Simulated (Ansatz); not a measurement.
## LaB₂, first-principles data

LaB₂:
```
LaB2
1.0
   -2.01959     2.01959     3.49035
    2.01959    -2.01959     3.49035
    2.01959     2.01959    -3.49035
La B
1 2
Direct
  0.00000   0.00000   0.00000
  0.38954   0.38954   0.00000
  0.61046   0.61046   0.00000
```

Space group I4/mmm (No. 139), MoSi2 or CaC2 type; conventional cell a = 4.0392 Å, b = 4.0392 Å, c = 6.9807 Å, α = 90.00°, β = 90.00°, γ = 90.00°.

Method: DFT-PBE in the program Ansatz with PAW potentials. Structure relaxed to zero pressure with the same functional. Other levels are named where they apply.

Cell and energy:

- Volume per atom = 18.98 Å³
- Density = 4.68 g/cm³
- Formation energy from the elements (no fitted shifts) = 0.48 eV/atom

Electronic structure:

* **Electronic character**: metallic (no gap)
* **Density of states at the Fermi level**: 0.53 states/eV per atom (mean over ±0.08 eV)
* **Gap with spin–orbit coupling**: none (metallic)

Mechanics:

Bulk modulus (Birch–Murnaghan fit): 62.6 GPa
Pressure derivative B′: 3.5

The start of the workflow was typed in or built on a structure type; neither database checked (COD, Materials Project) lists it. Its standing as an ambient phase is unchecked. The cell was relaxed with PBE under the symmetry of its start; its stability against distortions is not shown here. Its formation energy is positive at this level, so the cell may be metastable or incomplete. The references are the lowest solids computed at this level, not always the standard phases. Scalar-relativistic: spin–orbit coupling is off unless named, which matters more the heavier the elements.

Potentials: the earlier of the program's two PAW sets.
